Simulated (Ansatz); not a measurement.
MoP:
```xyz
2
Lattice="3.2415 0.0000 0.0000 -1.6207 2.8072 0.0000 0.0000 0.0000 3.1941" Properties=species:S:1:pos:R:3 pbc="T T T"
Mo     0.0000     0.0000     0.0000
P      0.0000     1.8715     1.5970
```

Relaxed with PBE. Special points in fractions of this cell's reciprocal vectors: Γ (0.000, 0.000, 0.000); M (0.500, 0.000, 0.000); K (0.333, 0.333, 0.000); A (0.000, 0.000, 0.500); L (0.500, 0.000, 0.500); H (0.333, 0.333, 0.500).

### Question
List the band energies nearest the Fermi level at these points for plane-wave PAW PBE with spin–orbit coupling (Ansatz code).

### Answer
In eV from the Fermi level; about four levels below and three above (degenerate sets whole), none deeper than 8.9 eV; points with the same levels are listed once.

| k | below | above |
|---|---|---|
| Γ | -3.30 -3.30 -0.72 -0.72 | 0.18 0.18 0.28 0.28 |
| M | -1.35 -1.35 -0.45 -0.45 | 1.62 1.62 2.24 2.24 |
| K | -1.55 -1.47 -0.21 -0.06 | 0.57 0.59 0.68 |
| A | -1.77 -1.77 -1.62 -1.62 | 1.32 1.32 2.82 2.82 |
| L | -4.45 -4.45 -1.08 -1.08 | 1.33 1.33 1.79 1.79 |
| H | -3.28 -3.25 -1.36 -1.30 | 1.47 1.48 3.12 |

Space group P-6m2. The PBE relaxation kept the symmetry of its start. The run is not spin-polarised.

Potentials: the earlier of the program's two PAW sets.
